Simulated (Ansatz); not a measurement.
CaB6 in space group Pm-3m (No. 221; Ca on 1a, B on 6f) at seven volumes, PBEsol (plane waves, PAW; program Ansatz), shape and atoms relaxed at each. One row is withheld.

```json
[
 {"V (Å³/atom)": "9.139", "P (GPa)": "17.03"},
 {"V (Å³/atom)": "9.441", "P (GPa)": "10.55"},
 {"V (Å³/atom)": "9.742", "P (GPa)": "4.91"},
 {"V (Å³/atom)": "10.043", "P (GPa)": "0.00"},
 {"V (Å³/atom)": "10.345", "P (GPa)": "-4.26"},
 {"V (Å³/atom)": "10.646", "P (GPa)": "-7.99"},
 {"V (Å³/atom)": "10.947", "P (GPa)": "?"}
]
```

### Question
Fit the shown pressures and predict the withheld one.

### Answer
P = (3/2)B₀(x^(7/2) − x^(5/2))[1 + (3/4)(B′ − 4)(x − 1)] with x = (V₀/V)^(2/3). Least squares on the six rows gives V₀ = 10.044 Å³/atom, B₀ = 152 GPa, B′ = 3.59. At V = 10.947, x = 0.9442 and P = -11.21 GPa. The run itself gave -11.24 GPa.

The cell was relaxed with PBEsol under the symmetry of its start; of distortions, only those at the zone centre were tested.

Potentials: the later of the program's two PAW sets.
